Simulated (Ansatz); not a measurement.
**Computed properties of MgPt$_{3}$**

MgPt$_{3}$:
Space group Pm-3m (No. 221); a = b = c = 3.9095 Å, α = β = γ = 90.00°

```csv
atom,site,symmetry,x,y,z
Mg,1a,m-3m,0.0000,0.0000,0.0000
Pt,3c,4/mm.m,0.0000,0.5000,0.5000
```

Space group Pm-3m (No. 221), Cu3Au type; conventional cell a = b = c = 3.909 Å, α = β = γ = 90.00°.

Method: PBEsol (plane waves, PAW; program Ansatz). Structure relaxed to zero pressure with the same functional. Other levels are named where they apply.

**Cell and energy**

```yaml
volume_per_atom: 14.94 Å³
density: 16.94 g/cm³
Formation energy from the elements (no fitted shifts): -0.57 eV/atom
```

**Electronic structure**

```yaml
electronic_character: metallic (no gap)
Density of states at the Fermi level: 0.99 states/eV per atom (mean over ±0.08 eV)
Gap with spin–orbit coupling: none (metallic)
```

**Mechanics**

```yaml
Bulk modulus (Birch–Murnaghan fit): 212 GPa
Pressure derivative B′: 5.2
Elastic constants (relaxed ions, GPa): C11 = 296, C12 = 171, C44 = 123
mechanical_stability: stable (all eigenvalues of C positive)
hill_bulk_and_shear_moduli: 212 and 93.9 GPa
Young's modulus: 246 GPa
Poisson's ratio: 0.31
debye_temperature_from_the_elastic_constants: 318 K
```

**Phonons**

```yaml
highest_zone_centre_frequency: 284 cm⁻¹
zone_centre_stability: no imaginary mode at Γ
```

The workflow started from an entry of the Crystallography Open Database (COD); the relaxed space group is not among those it files for this formula. COD files the formula under space group No. 123, so this cell is another polymorph or a model. Its standing as an ambient phase is unchecked. Symmetry was held in the PBEsol relaxation. No spin polarisation was allowed. As this level gives no gap, shear constants depend on the k-mesh and smearing (Fermi–Dirac, 0.1 eV here). As this level gives no gap, phonon frequencies hold no LO–TO term and depend on the k-mesh and smearing (Fermi–Dirac, 0.1 eV here). On the denser mesh and wider smearing of the elastic run this cell carries a stress of 0.4 GPa. The references are the lowest solids computed at this level, not always the standard phases. Scalar-relativistic: spin–orbit coupling is off unless named, which matters more the heavier the elements.

Potentials: the later of the program's two PAW sets.
